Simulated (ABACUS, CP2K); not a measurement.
This is a calculation of AgB2 for ABACUS 3.10.1. 

INPUT

```
INPUT_PARAMETERS
suffix              AgB2
calculation         scf
basis_type          pw
pseudo_dir          ./
symmetry            1
dft_functional      pbe
ecutwfc             82
pseudo_rcut         10
nspin               1
nbands              17
ks_solver           dav
smearing_method     fd
smearing_sigma      0.00367493
scf_thr             1e-08
scf_nmax            100
mixing_type         broyden
mixing_beta         0.7
cal_force           1
cal_stress          1
kpar                4
```

Contents of STRU:

```
ATOMIC_SPECIES
Ag 107.8682 Ag.upf
B 10.8100 B.upf

LATTICE_CONSTANT
1.8897261246

LATTICE_VECTORS
3.0000000000 0.0000000000 0.0000000000
-1.5000000000 2.5980762114 0.0000000000
0.0000000000 0.0000000000 3.2400000000

ATOMIC_POSITIONS
Direct

Ag
0.0
1
0.0000000000 0.0000000000 0.0000000000 1 1 1

B
0.0
2
0.6666666667 0.3333333333 0.5000000000 1 1 1
0.3333333333 0.6666666667 0.5000000000 1 1 1
```

File KPT:

```
K_POINTS
0
Gamma
10 10 8 0 0 0
```

Potentials or basis: PseudoDojo NC SR 0.4.1 PBE standard, plane waves.

The run is started by

```sh
$ OMP_NUM_THREADS=1 mpirun -np 4 abacus > log
```

**Question.** What does the same run look like in CP2K 2026.2? Potentials or basis there: POTENTIAL_UZH Ag GTH-PBE-q11, B GTH-PBE-q3; TZVP-MOLOPT-PBE-GTH basis.

**Answer.** As run (cutoffs and basis follow the program's own potentials, and thresholds, step limits or extra output files can differ):

File agb2_scf.inp:

```
&GLOBAL
  PROJECT agb2_scf
  RUN_TYPE ENERGY_FORCE
  PRINT_LEVEL LOW
&END GLOBAL
&FORCE_EVAL
  METHOD QS
  STRESS_TENSOR ANALYTICAL
  &DFT
    BASIS_SET_FILE_NAME BASIS_MOLOPT_UZH
    POTENTIAL_FILE_NAME POTENTIAL_UZH
    &MGRID
      CUTOFF 450
      REL_CUTOFF 60
      NGRIDS 4
    &END MGRID
    &QS
      METHOD GPW
      EPS_DEFAULT 1.0E-10
    &END QS
    &KPOINTS
      SCHEME MONKHORST-PACK 10 10 8
      GAMMA_CENTERED T
      SYMMETRY T
      SYMMETRY_BACKEND SPGLIB
    &END KPOINTS
    &SCF
      SCF_GUESS ATOMIC
      EPS_SCF 1.0E-6
      MAX_SCF 100
      ADDED_MOS 15
      CHOLESKY OFF
      EPS_EIGVAL 1.0E-7
      &DIAGONALIZATION ON
        ALGORITHM STANDARD
      &END DIAGONALIZATION
      &MIXING ON
        METHOD BROYDEN_MIXING
        ALPHA 0.4
        BETA 1.5
        NBUFFER 8
      &END MIXING
      &SMEAR ON
        METHOD FERMI_DIRAC
        ELECTRONIC_TEMPERATURE [K] 580.226
      &END SMEAR
    &END SCF
    &XC
      &XC_FUNCTIONAL
        &GGA_X_PBE
        &END GGA_X_PBE
        &GGA_C_PBE
        &END GGA_C_PBE
      &END XC_FUNCTIONAL
    &END XC
    &PRINT
      &KPOINTS ON
      &END KPOINTS
      &MULLIKEN ON
      &END MULLIKEN
      &MO ON
        ENERGIES T
        OCCUPATION_NUMBERS T
        &EACH
          QS_SCF 0
        &END EACH
        ADD_LAST NUMERIC
      &END MO
      &LOWDIN ON
      &END LOWDIN
      &HIRSHFELD ON
        SHAPE_FUNCTION DENSITY
      &END HIRSHFELD
    &END PRINT
  &END DFT
  &SUBSYS
    &CELL
      A 3.0000000000 0.0000000000 0.0000000000
      B -1.5000000000 2.5980762114 0.0000000000
      C 0.0000000000 0.0000000000 3.2400000000
      PERIODIC XYZ
    &END CELL
    &COORD
      SCALED
      Ag  0.0000000000 0.0000000000 0.0000000000
      B   0.6666666667 0.3333333333 0.5000000000
      B   0.3333333333 0.6666666667 0.5000000000
    &END COORD
    &KIND Ag
      BASIS_SET TZVP-MOLOPT-PBE-GTH-q11
      POTENTIAL GTH-PBE-q11
    &END KIND
    &KIND B
      BASIS_SET TZVP-MOLOPT-PBE-GTH-q3
      POTENTIAL GTH-PBE-q3
    &END KIND
    &PRINT
      &ATOMIC_COORDINATES ON
      &END ATOMIC_COORDINATES
      &CELL ON
      &END CELL
      &SYMMETRY ON
      &END SYMMETRY
    &END PRINT
  &END SUBSYS
  &PRINT
    &FORCES ON
    &END FORCES
    &STRESS_TENSOR ON
    &END STRESS_TENSOR
  &END PRINT
&END FORCE_EVAL
```

Potentials or basis: POTENTIAL_UZH Ag GTH-PBE-q11, B GTH-PBE-q3; TZVP-MOLOPT-PBE-GTH basis.

Run with:

```console
$ OMP_NUM_THREADS=1 cp2k.psmp -i agb2_scf.inp -o agb2_scf.out
```

Both were run:

|  | ABACUS | CP2K |
| --- | --- | --- |
| Pressure | 54.2 GPa | 53.9 GPa |

The potentials hold 25 and 17 valence electrons a cell.

The cell lies far from this level's equilibrium.

Pressure is positive in compression.
